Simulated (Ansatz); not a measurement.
An Ansatz (a quantum-chemistry and plane-wave program) input:

Ansatz 0.2 input:
```yaml
crystal:
  lattice:
    - [0.0, 2.5222551879, 2.5222551879]
    - [2.5222551879, 0.0, 2.5222551879]
    - [2.5222551879, 2.5222551879, 0.0]
  atoms:
    - { symbol: Hf, position: [0.0, 0.0, 0.0] }
    - { symbol: O, position: [0.75, 0.75, 0.75] }
    - { symbol: O, position: [0.25, 0.25, 0.25] }
kpoints:
  mp_grid: { grid: [7, 7, 7] }
hamiltonian:
  xc: hse06
  pseudopotentials: { azcp: { folder: ./paw }, kind: paw }
scf:
  n_extra_bands: 6
  occupations: { method: fixed }
output:
  eigenvalues: true
  eigenstates:
    e_range: [-9.0, 13.5]
    kpoints:
      - [0.0, 0.5, 0.5]  # VBM
      - [0.0, 0.5, 0.5]  # CBM
      - [0.0, 0.0, 0.0]  # GAMMA
      - [0.5, 0.0, 0.5]  # X
      - [0.5, 0.5, 0.5]  # L
      - [0.5, 0.25, 0.75]  # W
      - [0.375, 0.375, 0.75]  # K
      - [0.625, 0.25, 0.625]  # U
```

Task: How many symmetry operations and irreducible k-points will the run report?

Result: 48 operations, 20 of 343 k-points.

Task: With a cutoff of 420 eV, how many plane waves at Γ?

Result: 609.

It took very roughly 60 core-seconds on shared server cores.

The points marked VBM and CBM come from a semilocal run.

Space group Fm-3m (fluorite). This is a known high-temperature phase of the composition, computed here at zero pressure and temperature. The PBEsol relaxation kept the symmetry of its start; its stability against distortions is not shown here. The run is not spin-polarised. Scalar-relativistic: spin–orbit coupling is off unless named, which matters more the heavier the elements.

Potentials: the earlier of the program's two PAW sets.

Ansatz is a plane-wave DFT program.
